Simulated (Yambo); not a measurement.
A G0W0@LDA run in Yambo for LiCl (rock salt, space group Fm-3m, No. 225) (6×6×6 Γ-centred k mesh, bands 2 to 71 and a 10 Ry block in the screening, 71 bands in G with the Bruneval-Gonze terminator, plasmon pole fitted at 27.2 eV) gives these matrix elements, in eV, at the band edges (Γ → L):

```
state               E0    <Vxc>     <Σx>  <Σc(E0)>      Z
---------------  -----  -------  -------  --------  -----
valence edge     0.000  -14.680  -19.012     1.963  0.808
conduction edge  6.493   -9.362   -4.478    -3.467  0.852
```

**Question.** Solve the linearised quasiparticle equation for both states, give the gap, and say how exchange and correlation each act on it.

**Answer.** E = E0 + Z(Σx + Σc − Vxc). Valence: 0.000 + 0.808 × (-19.012 + (1.963) − (-14.680)) = -1.91 eV. Conduction: 6.493 + 0.852 × (-4.478 + (-3.467) − (-9.362)) = 7.70 eV. The gap is 9.61 eV, against 6.49 eV in LDA. Replacing Vxc by bare exchange alone would open it by 9.22 eV; correlation takes back 5.43 eV of that, and Z scales what is left. Nearest settings tried, and what they do to the gap: 43 bands in G: +7 meV; 30 bands in W: -39 meV; 8 Ry block (89 vectors against 137): -64 meV; 4×4×4 mesh: -5 meV. So the settings aren't converged at that level. 

Geometry relaxed with LDA; primitive cell a = b = c = 3.510 Å, α = β = γ = 60.00°.
